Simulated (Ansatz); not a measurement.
HgTe (zinc blende)

```
CELL_PARAMETERS angstrom
      0.00000     3.28640     3.28640
      3.28640     0.00000     3.28640
      3.28640     3.28640     0.00000
ATOMIC_POSITIONS crystal
  Te 0.75000 0.75000 0.75000
  Hg 0.00000 0.00000 0.00000
```

The slice is a {111} plane (indices of the conventional cell) through the point (0.750, 0.750, 0.750) (fractional), spanned by u = [100] and v = [-1 2 0] in vectors of this cell: u (4.65 Å) and v (8.05 Å, at 90° to u). It covers one period; positions are fractions (u, v).

Method: r2SCAN (plane waves to 500 eV, PAW, scalar-relativistic; Ansatz, a program for electronic structure). k mesh 12×12×12. These are valence fields of a PAW run, semicore shells included where kept as valence: close to a nucleus they are smooth pseudo fields. At this level the bands of HgTe touch or barely overlap. HgTe was relaxed with its symmetry unable to fall. Spin-orbit coupling is left out, though Hg and Te are heavy.

Predict the map of the electron localisation function (ELF) on the slice.


```
|x:#@#: :#@#:|
|*#@@+. .+@@#|
|@@@*:   :*@@|
|==-:     :-=|
|=--:.....:--|
|++--=*#*=--+|
|*+-=@@@@@=-+|
|==-%@#*#@%-=|
|--+@#:x:#@+-|
|::#@*xxx*@#:|
| :#@#:x:#@#:|
| .+@@#*#@@+.|
|  :*@@@@@*: |
|   :-===-:  |
|...:--=--:..|
|#*=--+++--=*|
|@@@=-+*+-=@@|
|*#@%-===-%@#|
|x:#@+---+@#:|
|xx*@#:::#@*x|
```
Scale: ten equal steps from 0.01 (start of ' ') to 0.64 (end of '@'), in the order ' .:-=+*#%@'. Values: electron localisation function (ELF). The map has 12 points along u (one character each, u = 0 at the left) and 20 along v (v = 0 in the bottom row). Points within 0.5 Å of a nucleus are blanked (x), as the pseudised field means little there.
